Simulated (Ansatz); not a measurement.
GaSb:
```xyz
6
Lattice="4.3674 0.0000 0.0000 -2.1837 3.7823 0.0000 0.0000 0.0000 9.4973" Properties=species:S:1:pos:R:3 pbc="T T T"
Ga     2.1833     0.0000     6.3315
Ga    -1.0916     1.8908     3.1658
Ga     1.0921     1.8915     0.0000
Sb     2.1835     0.0000     1.5829
Sb    -1.0917     1.8909     7.9144
Sb     1.0920     1.8914     4.7486
```

Relaxed with r²SCAN.

### Question
Map the electron localisation function on the plane through (0.000, 0.500, 0.333) spanned by u = [1, 0, 0] and v = [0, 0, 1] in lattice vectors, from r²SCAN (plane waves, PAW; program Ansatz).

### Answer
x is the fraction of u, y of v (the angle between them is 90°; rows are the nearest grid lines); atoms in the plane: Ga at (0.00, 0.00), Ga at (0.50, 0.67), Sb at (1.00, 0.50), Sb at (0.50, 0.17).
```
y \ x   0.000  0.0909  0.182  0.273  0.364  0.455  0.545  0.636  0.727  0.818  0.909   1.00
------  -----  ------  -----  -----  -----  -----  -----  -----  -----  -----  -----  -----
1.00    0.998   0.039  0.259  0.390  0.434  0.369  0.369  0.434  0.390  0.259  0.039  0.998
0.925   0.217   0.261  0.268  0.247  0.095  0.041  0.041  0.095  0.247  0.268  0.261  0.217
0.850   0.288   0.269  0.206  0.148  0.131  0.132  0.132  0.131  0.148  0.206  0.269  0.288
0.775   0.044   0.058  0.122  0.260  0.304  0.277  0.277  0.304  0.260  0.123  0.058  0.044
0.700   0.116   0.157  0.285  0.271  0.199  0.024  0.024  0.199  0.271  0.285  0.157  0.116
0.625   0.465   0.540  0.664  0.427  0.229  0.050  0.050  0.229  0.427  0.664  0.540  0.465
0.550   0.079   0.169  0.416  0.674  0.543  0.313  0.313  0.543  0.674  0.416  0.169  0.079
0.450   0.079   0.174  0.380  0.459  0.263  0.069  0.069  0.263  0.459  0.380  0.174  0.079
0.375   0.465   0.475  0.417  0.201  0.089  0.082  0.082  0.090  0.202  0.417  0.475  0.465
0.300   0.116   0.100  0.116  0.266  0.447  0.484  0.484  0.447  0.266  0.116  0.100  0.116
0.225   0.044   0.111  0.376  0.434  0.326  0.148  0.148  0.326  0.434  0.376  0.111  0.044
0.150   0.288   0.416  0.613  0.443  0.166  0.033  0.033  0.166  0.443  0.613  0.416  0.288
0.0750  0.217   0.270  0.449  0.704  0.492  0.361  0.361  0.492  0.704  0.449  0.270  0.217
0.000   0.998   0.039  0.259  0.390  0.434  0.369  0.369  0.434  0.390  0.259  0.039  0.998
```

The density is the valence pseudo-density with augmentation charge, so density and ELF within about 1 Å of a nucleus are not all-electron values.

Space group P6_222. The start of the workflow was typed in or built on a structure type; neither database checked (COD, Materials Project) lists it. It is not the phase usual at ambient conditions (space group No. 216). Symmetry was held in the r²SCAN relaxation; whether a distortion lowers the energy is not shown. Scalar-relativistic: spin–orbit coupling is off unless named, which matters more the heavier the elements.

Potentials: the earlier of the program's two PAW sets.
